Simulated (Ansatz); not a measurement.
ZrRh$_{3}$:
```
CELL_PARAMETERS angstrom
      3.90468     0.00000     0.00000
      0.00000     3.90468     0.00000
      0.00000     0.00000     3.90468
ATOMIC_POSITIONS crystal
  Zr 0.00000 0.00000 0.00000
  Rh 0.50000 0.50000 0.00000
  Rh 0.00000 0.50000 0.50000
  Rh 0.50000 0.00000 0.50000
```

Relaxed with PBEsol. Special points in fractions of this cell's reciprocal vectors: Γ (0.000, 0.000, 0.000); X (0.000, 0.500, 0.000); M (0.500, 0.500, 0.000); R (0.500, 0.500, 0.500).

Problem. List the band energies nearest the Fermi level at these points for plane-wave PAW PBEsol with spin–orbit coupling (Ansatz code).

Solution. In eV from the Fermi level; about four levels below and three above (degenerate sets whole), none deeper than 8.9 eV; points with the same levels are listed once.

```json
[
 {"k": "Γ", "below": "-0.23 -0.23 -0.23 -0.23", "above": "0.66 0.66 1.04 1.04"},
 {"k": "X", "below": "-1.03 -1.03 -1.00 -1.00", "above": "0.03 0.03 1.15 1.15"},
 {"k": "M", "below": "-0.90 -0.90 -0.71 -0.71", "above": "2.40 2.40 2.41 2.41"},
 {"k": "R", "below": "-1.66 -1.66 -1.66 -1.66", "above": "0.66 0.66 0.78 0.78 0.78 0.78"}
]
```

Space group Pm-3m (Cu3Au type). The workflow started from a Materials Project entry (that database holds measured and hypothetical structures alike); the Crystallography Open Database files this formula in space group No. 221, but the cells were not matched. Its standing as an ambient phase is unchecked. The PBEsol relaxation kept the symmetry of its start; of distortions, only those at the zone centre were tested. The run is not spin-polarised.

Potentials: the later of the program's two PAW sets.
